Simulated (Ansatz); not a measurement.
GaP (zinc blende)

```
CELL_PARAMETERS angstrom
      0.00000     5.50645     5.50645
      2.75322     2.75322     5.50645
      2.75322     2.75322     0.00000
ATOMIC_POSITIONS crystal
  P  0.00000 0.75000 0.75000
  P  0.50000 0.75000 0.75000
  Ga 0.00000 0.00000 0.00000
  Ga 0.50000 0.00000 0.00000
```

A phonon eigenvector at X = (0.5, 0.5, 0.0) is frozen into this cell: atom i moves by Q times the vector below, so Q is the largest atomic displacement, in Å. The cell is held. (q is in reciprocal vectors of the primitive cell; the cell shown is doubled to hold the pattern.)

```csv
atom,x,y,z
Ga3,0.000,0.000,1.000
Ga4,0.000,0.000,-1.000
```

Atoms not listed stay in place.

Level of theory: PBE (plane waves to 420 eV, PAW, scalar-relativistic; Ansatz, a first-principles code). k mesh 10×10×10 (Γ-centred), Fermi-Dirac smearing 0.05 eV. Energies are smeared free energies. GaP was relaxed with its symmetry unable to fall. The PAW data are Ansatz's earlier set. ΔE is measured from the undisplaced structure.

| Q (Å) | ΔE (meV/cell) |
|---|---|
| -0.180 | 478 |
| -0.150 | 333 |
| -0.120 | withheld |
| -0.090 | 120 |
| -0.060 | 54 |
| -0.030 | 13 |
| 0.000 | 0 |
| 0.030 | 13 |
| 0.060 | 54 |
| 0.090 | 120 |
| 0.120 | withheld |
| 0.150 | 333 |
| 0.180 | 478 |

Task: Fit an even polynomial form (powers 2, 4) to the given rows and predict ΔE at Q = 0.120.

Result: Least squares on the 11 given rows: ΔE = (14890)·Q² + (-4093)·Q⁴, in meV/cell with Q in Å; root-mean-square residual 0.3 meV/cell. At 0.120 the fit gives 214 meV/cell; the calculation gives 214 meV/cell, the same to the digits shown. The quadratic term alone would give 214 meV/cell.

(For displaced atoms, the force is minus the slope of the energy, and its curvature is a force constant, which sets phonon frequencies.)
